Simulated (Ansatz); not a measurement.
GaP:
Space group F-43m (No. 216); a = b = c = 5.4516 Å, α = β = γ = 90.00°

```json
[
 {"atom": "Ga", "site": "4a", "symmetry": "-43m", "x": "0.0000", "y": "0.0000", "z": "0.0000"},
 {"atom": "P", "site": "4c", "symmetry": "-43m", "x": "0.2500", "y": "0.2500", "z": "0.2500"}
]
```
(The calculation used a cell of 2 atoms; values per cell refer to that cell.)

Relaxed with r²SCAN.

Question: Give the optical modes at the zone centre with their infrared and Raman activity from DFPT, the program Ansatz at the r²SCAN level (PAW).

Answer: Transverse frequencies, without the LO–TO term; a row sums one degenerate level.

```tsv
ω (cm⁻¹)	degeneracy	IR ((D/Å)²/amu)	Raman (Å⁴/amu)	activity	symmetry
360	3	14.90	150	IR+Raman	T2
```

Question: How high does the top mode go among those that the LO–TO term moves?

Answer: 397 cm⁻¹ for q along x.

The cell was relaxed with r²SCAN under the symmetry of its start; phonons on a q-mesh show no instability. Spin–orbit coupling is left out wherever it is not named.

Potentials: the earlier of the program's two PAW sets.
